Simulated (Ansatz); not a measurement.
The elements of this relaxed trial crystal are hidden behind letters.

```
lattice vectors (Å)
   3.9600    0.0000    0.0000
  -1.9800    3.4294    0.0000
   0.0000    0.0000   14.3097
fractional positions
X 0.6667 0.3333 0.3524
X 0.3333 0.6667 0.6476
X 0.3333 0.6667 0.8524
X 0.6667 0.3333 0.1476
Z 0.0000 0.0000 0.0000
Z 0.0000 0.0000 0.5000
Q 0.6667 0.3333 0.7500
Q 0.3333 0.6667 0.2500
```

Level of theory: Ansatz 0.2.0, DFT PBE, scalar-relativistic, plane waves, PAW. The final run on the 8-atom cell used 420 eV, a Γ-centred 12×12×4 mesh, 0.10 eV smearing and no spin polarisation.

- Space group: P6_3/mmc (No. 194)
- Conventional cell: a = 3.960 Å, c = 14.310 Å
- Volume per atom: 24.29 Å³
- Density: 6.51 g/cm³
- Energy over the elements: −0.32 eV/atom
- Gap on the 12×12×4 mesh of the 8-atom cell: 0 eV (a metal)

Energies are uncorrected and count from the elements' standard states at the same level.

Question: X is a p-block element of period 5, Z is a p-block element of period 5 and Q is a p-block element of period 2. Which elements are they?

Answer: X = Sn, Z = Te, Q = O, so the formula is Sn2TeO. Density times volume gives a mean mass of 6.51 × 24.29/1.6605 = 95.2 u per atom, and this set has 95.3 u. Around Sn lie 3 O at 2.72 Å, 1 Sn at 2.93 Å and 3 Te at 3.11 Å; Te has 6 Sn at 3.11 Å; O is surrounded by 6 Sn at 2.72 Å. Other sets within the hints have nearly the same mass, so mass alone doesn't settle it; this one was computed.

These runs have no spin–orbit coupling, which can matter for Te. Symmetry constrained the relaxation, so the result can be a saddle point. Another cell of Sn2TeO relaxed alike, in R-3m, lies 104 meV/atom lower, so this cell isn't the stable form at this level.
